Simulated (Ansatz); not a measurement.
## HfSn₂Se₆ (P-3m1) at 2 levels of theory

One geometry, relaxed with PBE; plane waves with PAW potentials in Ansatz, scalar-relativistic. No spin polarisation. Gaps are the least over mesh and band path; pressure is positive in compression.

```yaml
crystal:
  lattice:
    - [3.83760, 0.00000, 0.00000]
    - [-1.91880, 3.32346, 0.00000]
    - [0.00000, 0.00000, 21.15223]
  atoms:
    - { symbol: Hf, position: [0.00000, 0.00000, 0.00000] }
    - { symbol: Sn, position: [0.00000, 0.00000, 0.33283] }
    - { symbol: Sn, position: [0.00000, 0.00000, 0.66717] }
    - { symbol: Se, position: [0.33333, 0.66667, 0.07317] }
    - { symbol: Se, position: [0.33333, 0.66667, 0.40874] }
    - { symbol: Se, position: [0.33333, 0.66667, 0.74308] }
    - { symbol: Se, position: [0.66667, 0.33333, 0.25692] }
    - { symbol: Se, position: [0.66667, 0.33333, 0.59126] }
    - { symbol: Se, position: [0.66667, 0.33333, 0.92683] }
```

```tsv
level	cutoff (eV)	k mesh	gap (eV)	pressure (GPa)
PBE	420	12×12×2	0.45	0.0
```

Question: What comes out on the same cell with r2SCAN?

Answer:
```csv
level,cutoff (eV),k mesh,gap (eV),pressure (GPa)
r2SCAN,500,12×12×2,0.74,-1.6
```

Spin-orbit coupling matters for the bands of heavy elements and is left out. The cell holds layers, chains or molecules and no dispersion correction was added, so their binding is poorly described.

The structure comes from a generated guess; another structure or a mixture of phases may lie lower.
